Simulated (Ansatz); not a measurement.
In2Au3:
```
In2Au3
1.0
    4.63317     0.00000     0.00000
   -2.31659     4.01244     0.00000
    0.00000     0.00000     5.70348
In Au
2 3
Direct
  0.66667   0.33333   0.32192
  0.33333   0.66667   0.67808
  0.66667   0.33333   0.80788
  0.33333   0.66667   0.19212
  0.00000   0.00000   0.00000
```

Relaxed with r²SCAN. Special points in fractions of this cell's reciprocal vectors: Γ (0.000, 0.000, 0.000); M (0.500, 0.000, 0.000); K (0.333, 0.333, 0.000); A (0.000, 0.000, 0.500); L (0.500, 0.000, 0.500); H (0.333, 0.333, 0.500).

Task: List the band energies nearest the Fermi level at these points for the program Ansatz at the r²SCAN level (PAW).

Result: In eV from the Fermi level; about four levels below and three above (degenerate sets whole), none deeper than 8.9 eV; points with the same levels are listed once.

```tsv
k	below	above
Γ	-3.34 -3.34 -2.72 -2.39	1.67 2.44 2.44
M	-1.55 -1.38 -0.75 -0.14	0.90 2.91 4.84
K	-3.51 -3.51 -0.17 -0.17	0.98 1.06 1.06
A	-3.58 -3.58 -3.31 -3.31	1.29 2.28 2.63 2.63
L	-3.37 -3.28 -3.26 -2.52	0.37 1.92 2.38
H	-2.79 -2.31 -2.31 -0.95	6.33 6.33 7.14
```

Space group P-3m1 (La2O3 or Ni2Al3 type). The workflow started from a Materials Project entry (that database holds measured and hypothetical structures alike); the Crystallography Open Database copy checked does not list it. Whether it is the stable phase at ambient conditions was not checked. The r²SCAN relaxation kept the symmetry of its start; whether a distortion lowers the energy is not shown. Spin–orbit coupling is left out wherever it is not named.

Potentials: the later of the program's two PAW sets.
